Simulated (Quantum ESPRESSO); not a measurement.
# InAl2GaP4: a curve over one atom's position

A calculation, not a measurement. The program is pw.x of Quantum ESPRESSO 7.5 (plane-wave density functional theory). The cell is made up: 8 atoms on a zincblende/diamond lattice, with randomly drawn elements, strain and displacements, not relaxed. PseudoDojo standard norm-conserving files (v0.5 for PBE, v0.4.1 for LDA and PBEsol) set the functional; there is no spin polarisation, spin-orbit coupling or dispersion term, and the masses in the input are unused placeholders.

Seven runs move atom 6 (P, counted in the order of the input) along x and keep all else fixed.

Input of the run at +0.0093:

```
&control calculation='scf', pseudo_dir='./dojo.nc.sr.pbe.v0_5.standard.upf', outdir='./o', disk_io='low', tprnfor=.true., tstress=.true. /
&system ibrav=0, nat=8, ntyp=4, nbnd=32, ecutwfc=79.96652505, nosym=.true., tot_charge=0,
 occupations='smearing', smearing='fd', degauss=0.0018374661
/
&electrons conv_thr=7.350e-09, electron_maxstep=60, /
ATOMIC_SPECIES
Al 1.0 Al.upf
Ga 1.0 Ga.upf
In 1.0 In.upf
P 1.0 P.upf
CELL_PARAMETERS angstrom
5.6343 -0.0485 0.0088
-0.0485 5.5418 -0.014
0.0088 -0.014 5.5554
ATOMIC_POSITIONS angstrom
In -0.0211 0.0081 0.0444
Al -0.0393 2.777 2.7323
Al 2.8237 -0.0207 2.7775
Ga 2.8292 2.7702 0.0257
P 1.414 1.3425 1.4371
P 1.3821 4.1453 4.163
P 4.22 1.3655 4.1625
P 4.1837 4.0873 1.3992
K_POINTS automatic
4 4 4 1 1 1
```

| shift of atom 6 along x (Å) | free energy less that of the input shown (eV) | Fx on atom 6 (eV/Å) | Fy on atom 6 (eV/Å) | Fz on atom 6 (eV/Å) | pressure (GPa) | iterations |
| --- | --- | --- | --- | --- | --- | --- |
| -0.0949 | 0.1321 | 1.822 | -0.970 | -0.985 | 2.67 | 10 |
| +0.0093 | 0.0000 | 0.711 | -0.859 | -0.760 | 2.41 | 10 |
| +0.0252 | -0.0099 | 0.540 | -0.846 | -0.727 | 2.39 | 10 |
| +0.0468 | -0.0191 | 0.309 | -0.828 | -0.682 | 2.36 | 10 |
| +0.1396 | -0.0019 | -0.677 | -0.767 | -0.500 | 2.35 | 10 |
| +0.1746 | 0.0282 | -1.041 | -0.751 | -0.434 | 2.39 | 10 |

Question: one run is left out of the table, at +0.0636. Estimate its Fx on atom 6 (eV/Å).

Answer: 0.129. The whole row:

| shift of atom 6 along x (Å) | free energy less that of the input shown (eV) | Fx on atom 6 (eV/Å) | Fy on atom 6 (eV/Å) | Fz on atom 6 (eV/Å) | pressure (GPa) | iterations |
| --- | --- | --- | --- | --- | --- | --- |
| +0.0636 | -0.0228 | 0.129 | -0.815 | -0.649 | 2.35 | 10 |

A cubic fit gives dFx/dx = -10.72 eV/Å² at zero shift. Across the table the free energy follows the integral of the force to within 0.1 meV. A rerun of one of the cells at 1377 eV and a 6 x 6 x 6 mesh moved values by no more than 0.007 eV in energy, 0.02 GPa in stress and 0.002 eV/Å in force.